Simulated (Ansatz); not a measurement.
A generated cell, not matched to a known phase here, of NbAl₂: P6₂22 (No. 180), hP9; a = b = 5.0248 Å, c = 7.0049 Å, α = β = 90.00°, γ = 120.00°; Nb 3c (0.500, 0.000, 0.000); Al 6i (0.174, 0.347, 0.000). Computed with PBE (plane waves to 420 eV, PAW, scalar-relativistic; Ansatz, a quantum-chemistry and plane-wave program). Element references, the lowest calculated here: Al (Fm-3m), Nb (Im-3m).

Give the formation energy of this P6₂22 form of NbAl2 from the elements at the level PBE.

-0.12 eV/atom.

A lower structure of this composition may exist, and whether it forms at all is not checked here.

Static energies, no anion corrections, no zero-point energy. Values are rounded to 0.01 eV/atom. Not shown to be the ambient phase of their composition (a lower form may be missing, and a cell relaxed within its start's symmetry can be a saddle point): NbAl2 (P6₂22). The compounds carry no spin polarisation.
